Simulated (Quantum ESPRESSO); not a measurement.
Kohn-Sham bands of CsPbCl₃ (cubic perovskite)

```
CsPbCl3
1.0
    5.67984     0.00000     0.00000
    0.00000     5.67984     0.00000
    0.00000     0.00000     5.67984
Cs Pb Cl
1 1 3
Direct
  0.00000   0.00000   0.00000
  0.50000   0.50000   0.50000
  0.00000   0.50000   0.50000
  0.50000   0.00000   0.50000
  0.50000   0.50000   0.00000
```

Structure: Materials Project mp-23037, symmetrised, not relaxed again. COD (Crystallography Open Database) records the formula in this space group. Ideal cubic forms of this type are often high-temperature phases that distort on cooling; symmetry holds the cell here, and its stability was not tested. Method: PBEsol plane waves in Quantum ESPRESSO 7.5 (PseudoDojo norm-conserving files, 50 Ry, no spin polarisation, no spin-orbit coupling), Bloch states on a 6×6×6 mesh through Γ, Wannier90 4.0.1. Density: 6×6×6 mesh, cold smearing 0.01 Ry. Spin-orbit coupling is left out although heavy elements are present.

The lattice is scaled uniformly by ε, fractional positions fixed; Kohn-Sham values from pw.x, the row at 1.5 % withheld:

```csv
ε (%),gap (eV),width of the top valence group (eV),direct gap at Γ (eV),direct gap at X (eV)
-3.0,1.556,5.254,5.851,4.698
-1.5,1.780,4.770,5.750,4.622
0.0,1.974,4.323,5.654,4.535
1.5,?,?,?,?
3.0,2.279,3.538,5.475,4.339
```

**Question.** Fit y = y₀ + bε + cε² to the rows at -3.0, 0 and 3.0 %, check it on the fourth row, and predict the withheld one.

**Answer.** 
- gap (eV): b = (2.279 − 1.556)/6 = 0.1205, c = (2.279 + 1.556 − 2×1.974)/18 = -0.00628. Check at -1.5 %: 1.779 for 1.780. Prediction 2.141; the run gives 2.140.
- width of the top valence group (eV): b = (3.538 − 5.254)/6 = -0.2860, c = (3.538 + 5.254 − 2×4.323)/18 = 0.00811. Check at -1.5 %: 4.770 for 4.770. Prediction 3.912; the run gives 3.913.
- direct gap at Γ (eV): b = (5.475 − 5.851)/6 = -0.0627, c = (5.475 + 5.851 − 2×5.654)/18 = 0.00100. Check at -1.5 %: 5.750 for 5.750. Prediction 5.562; the run gives 5.562.
- direct gap at X (eV): b = (4.339 − 4.698)/6 = -0.0598, c = (4.339 + 4.698 − 2×4.535)/18 = -0.00183. Check at -1.5 %: 4.621 for 4.622. Prediction 4.441; the run gives 4.441.
